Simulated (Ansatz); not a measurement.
The relaxed structure here is a generated cell of Bi: the first start was made by placing the elements on the sites of a structure type, and the end was not matched to a known phase here, so it may be hypothetical. Known forms of Bi include space group No. 166.

A relaxed structure of Bi. Calculation: r2SCAN (plane waves to 500 eV, PAW, scalar-relativistic; Ansatz, a program for electronic structure).

```xyz
1
Lattice="2.3009 1.3284 1.8780 -2.3009 1.3284 1.8780 0.0000 -2.6569 1.8780" Properties=species:S:1:pos:R:3 pbc="T T T"
Bi     0.0000     0.0000     2.8170
```

### Question
Determine the symmetry and give the standard cell with its independent sites.

### Answer
Space group Pm-3m (No. 221); a = b = c = 3.254 Å, α = β = γ = 90.00°

```tsv
atom	site	symmetry	x	y	z
Bi	1b	m-3m	0.5000	0.5000	0.5000
```

This is the AFLOW prototype A_cP1_221_a (A_h).

### Question
Give the shortest distances between elements (the closest pairs, up to four, under 3.6 Å).

### Answer
Bi–Bi 3.25 Å.

```json
{
  "volume_per_atom": "34.44 Å³",
  "band_gap": "no gap (metallic)"
}
```

No spin polarisation in the result.

The run could not lose the symmetry of its start, so the end can be a saddle point.
